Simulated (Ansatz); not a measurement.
Here is the system:

Mg2Au:
```
CELL_PARAMETERS angstrom
      5.99359     0.00000     0.00000
      0.00000     4.49748     0.00000
      0.00000     0.00000     8.40623
ATOMIC_POSITIONS crystal
  Mg 0.46174 0.25000 0.20402
  Mg 0.53826 0.75000 0.79598
  Mg 0.03826 0.75000 0.70402
  Mg 0.96174 0.25000 0.29598
  Mg 0.67659 0.75000 0.43720
  Mg 0.32341 0.25000 0.56280
  Mg 0.82341 0.25000 0.93720
  Mg 0.17659 0.75000 0.06280
  Au 0.27598 0.25000 0.88615
  Au 0.72402 0.75000 0.11385
  Au 0.22402 0.75000 0.38615
  Au 0.77598 0.25000 0.61385
```

This is the r²SCAN-relaxed structure.

**Question.** All from plane-wave PAW r²SCAN (Ansatz code), unless another level is named. Give the formation energy from the elements (no fitted shifts).

**Answer.** -0.51 eV/atom.

**Question.** Next, the density of states at the Fermi level?

**Answer.** 0.32 states/eV per atom (mean over ±0.08 eV).

Space group Pnma. The workflow started from a Materials Project entry (that database holds measured and hypothetical structures alike); the Crystallography Open Database files this formula in space group No. 62, but the cells were not matched. Its standing as an ambient phase is unchecked. Symmetry was held in the r²SCAN relaxation; its stability against distortions is not shown here. The references are the lowest solids computed at this level, not always the standard phases. Spin–orbit coupling is left out wherever it is not named.

Potentials: the later of the program's two PAW sets.
